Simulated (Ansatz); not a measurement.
Starting cell, HfN (rock salt):

```xyz
2
Lattice="0.0000 2.2740 2.2740 2.2740 0.0000 2.2740 2.2740 2.2740 0.0000" Properties=species:S:1:pos:R:3 pbc="T T T"
N      0.0000     0.0000     0.0000
Hf     2.2740     2.2740     2.2740
```

Scan: atom 2 (Hf, nearest neighbour N at 2.274 Å; its periodic images, 3.2 Å or more away, move with it) is displaced towards the nearest neighbour, direction (-1.000, 0.000, 0.000) in Cartesian axes, by s. The other atoms stay.

These are PBE (plane waves to 420 eV, PAW, scalar-relativistic; Ansatz, a quantum-chemistry and plane-wave program) values and carry that method's errors. k mesh 14×14×14 (Γ-centred), Fermi-Dirac smearing 0.05 eV. Compression counts positive. With partly filled bands, energies and forces of such displacements shift with the k mesh and the smearing. HfN is run without spin polarisation. HfN was relaxed with its symmetry unable to fall. Spin-orbit coupling is left out, though Hf is heavy. The PAW data are Ansatz's earlier set. 

| s (Å) | P (GPa) |
|---|---|
| -0.230 | [?] |
| -0.184 | 4.3 |
| -0.138 | [?] |
| -0.092 | 1.1 |
| -0.046 | 0.3 |
| 0.000 | 0.0 |
| 0.046 | 0.3 |
| 0.092 | 1.1 |
| 0.138 | [?] |
| 0.184 | 4.3 |
| 0.230 | [?] |

Q: Fill in the missing entries.

A: 
- -0.230, P (GPa): 6.8
- -0.138, P (GPa): 2.4
- 0.138, P (GPa): 2.4
- 0.230, P (GPa): 6.8

(For displaced atoms, the force is minus the slope of the energy, and its curvature is a force constant, which sets phonon frequencies.)
